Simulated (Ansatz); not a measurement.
Input:

CsPbCl₃:
```
CsPbCl3
1.0
    5.73337     0.00000     0.00000
    0.00000     5.73337     0.00000
    0.00000     0.00000     5.73337
Cs Pb Cl
1 1 3
Direct
  0.50000   0.50000   0.50000
  0.00000   0.00000   0.00000
  0.00000   0.00000   0.50000
  0.50000   0.00000   0.00000
  0.00000   0.50000   0.00000
```

This is the PBE-relaxed structure.

Task: All from the program Ansatz at the PBE level (PAW), unless another level is named. Estimate the bulk modulus (Birch–Murnaghan fit).

Result: 21.8 GPa.

Task: What about the elastic constants (relaxed ions, GPa)?

Result: C11 = 49.0, C12 = 8.2, C44 = 5.2.

Space group Pm-3m (cubic perovskite). This is a known high-temperature phase of the composition, computed here at zero pressure and temperature. The cell was relaxed with PBE under the symmetry of its start; phonons on a q-mesh show weakly imaginary modes. Spin–orbit coupling is left out wherever it is not named.

Potentials: the later of the program's two PAW sets.
